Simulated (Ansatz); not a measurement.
Space group P6_3mc (No. 186). a = 4.341 Å, b = 4.341 Å, c = 7.076 Å, α = 90.00°, β = 90.00°, γ = 120.00°
| atom | site | symmetry | x | y | z |
| --- | --- | --- | --- | --- | --- |
| Cd | 2b | 3m. | 0.3333 | 0.6667 | 0.0045 |
| Se | 2b | 3m. | 0.3333 | 0.6667 | 0.3805 |

Equation of state of this CdSe structure (not necessarily the ground state), with shape and atoms relaxed at each volume where symmetry leaves them free. Computed with DFT r2SCAN, scalar-relativistic, plane waves, PAW (Ansatz 0.2.0).

Settings: cutoff 500 eV, Γ-centred mesh 6×6×4 on the computed 4-atom cell, Gaussian smearing of 0.02 eV; no spin polarisation.

| V (Å³/atom) | E − E(largest V) (meV/atom) | P (GPa) | gap on mesh (eV) |
| --- | --- | --- | --- |
| 25.402 | 45.70 | 8.79 | 1.40 |
| 26.268 | 5.93 | 6.01 | 1.32 |
| 27.134 | -20.03 | 3.66 | 1.25 |
| 28.000 | -34.32 | 1.68 | 1.18 |
| 28.866 | -38.75 | 0.00 | 1.10 |
| 29.732 | -34.82 | -1.42 | 1.03 |
| 30.598 | -23.82 | -2.62 | 0.97 |
| 31.753 | 0.00 | -3.94 | 0.88 |

Fit a third-order Birch–Murnaghan equation to E(V).

V0 = 28.87 Å³/atom, B0 = 51 GPa, B0' = 4.5.

Cost: 8 runs of about 10 core-minutes in all, on Intel Xeon Processor @ 2.50GHz (Skylake/Cascade Lake) (shared hosts).